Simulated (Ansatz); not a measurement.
TaAs (NbAs type, space group I4_1md): energy against volume

TaAs (NbAs type, space group I4_1md)

```
TaAs
1.0
   -1.73153     1.73153     5.86650
    1.73153    -1.73153     5.86650
    1.73153     1.73153    -5.86650
Ta As
2 2
Direct
  0.99912   0.99912   0.00000
  0.74912   0.24912   0.50000
  0.41688   0.41688   0.00000
  0.16688   0.66688   0.50000
```

E(V) scan at fixed shape, V₀ the volume above. The atoms relax within the cell's symmetry.

All values below come from PBE (plane waves to 420 eV, PAW, scalar-relativistic; Ansatz, a quantum-chemistry and plane-wave program). k mesh 19×19×19 (Γ-centred), Fermi-Dirac smearing 0.05 eV. The energy includes the smearing's −TS. Stress and pressure are positive under compression. With the shape held, the modulus is that of even scaling; a crystal free to change shape is softer. At this level the bands of TaAs touch or barely overlap. Spin-orbit coupling is left out, though Ta is heavy. TaAs is run without spin polarisation. TaAs was relaxed with its symmetry unable to fall. The zero of ΔE is the relaxed starting cell.

```tsv
V (Å³/atom)	ΔE (meV/atom)	P (GPa)
16.534	39	12.6
16.745	24	9.7
16.956	13	7.0
17.167	6	4.5
17.378	1	2.2
17.589	0	0.0
17.800	1	-2.1
18.011	5	-4.0
18.222	12	-5.8
18.433	21	-7.5
18.644	31	-9.1
```

Key numbers:

| Quantity | Result |
|---|---|
| Pressure at the smallest volume | 12.6 GPa |
| Energy cost of the largest compression | 39 meV/atom |
| Energy cost of the largest expansion | 31 meV/atom |
| Bulk modulus at fixed cell shape B₀ (third-order Birch-Murnaghan fit) | 177 GPa |
| Pressure derivative B₀′ (fit) | 4.4 |
| Equilibrium volume of the fit | 17.59 Å³/atom |
| Pressure for 5 % compression (fit) | 10.2 GPa |

(Under strain, the slope of the energy per volume gives the stress and its curvature an elastic modulus.)
